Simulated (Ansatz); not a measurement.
## LiSm: rattling a relaxed structure

It was reached by relaxing an invented guess, and it needn't be the stable form of this composition.

Computed with Ansatz, DFT PBE, scalar-relativistic, plane waves, PAW, and for the lanthanide a 4f-in-core norm-conserving potential. Plane waves to 690 eV, a k mesh through Γ of 12×12×6 on the computed 4-atom cell and Gaussian smearing (0.10 eV); no spin polarisation.

The cell below (4 atoms, space group P4/nmm (No. 129)) is relaxed within its symmetry.

```yaml
crystal:
  lattice:
    - [3.67689, 0.00000, 0.00000]
    - [0.00000, 3.67689, 0.00000]
    - [0.00000, 0.00000, 7.94169]
  atoms:
    - { symbol: Li, position: [0.00000, 0.50000, 0.58473] }
    - { symbol: Li, position: [0.50000, 0.00000, 0.41527] }
    - { symbol: Sm, position: [0.00000, 0.50000, 0.14828] }
    - { symbol: Sm, position: [0.50000, 0.00000, 0.85172] }
```

For the test a repeat of it with 8 atoms (edges 3.68, 7.35, 7.94 Å) was strained at random (σ = 1.5 % a component), the atoms were moved at random (σ = 0.15 Å), and all was relaxed again on a coarse 6×4×4 mesh (in the run’s order of axes) with 0.20 eV smearing, with no symmetry imposed.

Question: Does it come back?

Answer: It returns, within 1 meV/atom of the unmoved cell on that mesh and with the same symmetry when read at 0.1 Å (Pm at 0.01 Å, so small strains and shifts remain). No instability shows in this cell; modes of other wave vectors, which need another repeat, aren't tested.

The lanthanide is trivalent by construction, without f bands, f moments or other valences.
